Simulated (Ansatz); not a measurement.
## Relaxing a structure of Sn

The start is a generated trial cell of Sn in the AFLOW prototype A_cI16_220_c (as in Li). A full variable-cell relaxation at zero pressure is run with PBEsol (plane waves to 420 eV, PAW, scalar-relativistic; Ansatz, a program for electronic structure). The first steps use a coarse 6×6×6 k-mesh.

Starting cell:
```
CELL_PARAMETERS angstrom
     -3.79907     3.79907     3.79907
      3.79907    -3.79907     3.79907
      3.79907     3.79907    -3.79907
ATOMIC_POSITIONS crystal
  Sn 0.40200 0.40200 0.40200
  Sn 0.50000 0.00000 0.09800
  Sn 0.00000 0.09800 0.50000
  Sn 0.09800 0.50000 0.00000
  Sn 0.90200 0.90200 0.90200
  Sn 0.50000 0.00000 0.59800
  Sn 0.00000 0.59800 0.50000
  Sn 0.59800 0.50000 0.00000
```

Problem. Which atoms feel the largest initial force, and how large is it?

Solution. 0.06 eV/Å, on Sn1, Sn2, Sn3, Sn4, Sn5, Sn6, Sn7, Sn8 (atoms numbered as listed).

Problem. How does the volume change?

Solution. -1.7 %, from 27.42 to 26.94 Å³/atom.

Problem. How do the shortest distances between atoms change?

Solution. The closest pairs of elements (up to four, under 3.6 Å), start → end: Sn–Sn 3.14 → 3.08 Å.

The space group stays I-43d (No. 220) (the run could not lower it); the end is AFLOW prototype A_cI16_220_c (as in Li), with 8 atoms in the primitive cell. Final values are on a 9×9×9 k-mesh of the relaxed cell. No spin polarisation in the result.

The run could not lose the symmetry of its start: the end is stationary, and may be a saddle point rather than a minimum.

The relaxed structure here is a generated cell of Sn: the first start was made by placing the elements on the sites of a structure type, and the end was not matched to a known phase here, so it may be hypothetical. Known forms of Sn include space group No. 141, 227.
